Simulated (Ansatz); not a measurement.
Ga2Cu:
```
Ga2Cu
1.0
    2.81697     0.00000     0.00000
    0.00000     2.81697     0.00000
    0.00000     0.00000     5.73792
Ga Cu
2 1
Direct
  0.50000   0.50000   0.28348
  0.50000   0.50000   0.71652
  0.00000   0.00000   0.00000
```

Relaxed with r²SCAN. Special points in fractions of this cell's reciprocal vectors: Γ (0.000, 0.000, 0.000); X (0.000, 0.500, 0.000); M (0.500, 0.500, 0.000); Z (0.000, 0.000, 0.500); R (0.000, 0.500, 0.500); A (0.500, 0.500, 0.500).

Q: List the band energies nearest the Fermi level at these points for r²SCAN (plane waves, PAW; program Ansatz).

A: In eV from the Fermi level; about four levels below and three above (degenerate sets whole), none deeper than 8.9 eV; points with the same levels are listed once.

| k | below | above |
|---|---|---|
| Γ | -3.60 -3.60 -3.51 -3.26 | 6.83 6.92 6.92 |
| X | -2.60 -2.56 -2.46 -0.66 | 2.33 11.21 11.29 |
| M | -2.91 -2.41 -2.41 -1.74 | 1.91 2.52 2.70 2.70 |
| Z | -3.61 -3.61 -3.26 -1.40 | 1.21 8.03 8.03 |
| R | -3.71 -3.62 -3.47 -2.26 | 3.85 4.33 6.49 |
| A | -2.91 -2.14 -1.37 -1.37 | 0.32 0.32 1.12 |

Space group P4/mmm. The workflow started from a Materials Project entry (that database holds measured and hypothetical structures alike); the Crystallography Open Database files this formula in space group No. 123, but the cells were not matched. Its standing as an ambient phase is unchecked. The cell was relaxed with r²SCAN under the symmetry of its start; its stability against distortions is not shown here. No spin polarisation was allowed. Scalar-relativistic: spin–orbit coupling is off unless named, which matters more the heavier the elements.

Potentials: the earlier of the program's two PAW sets.
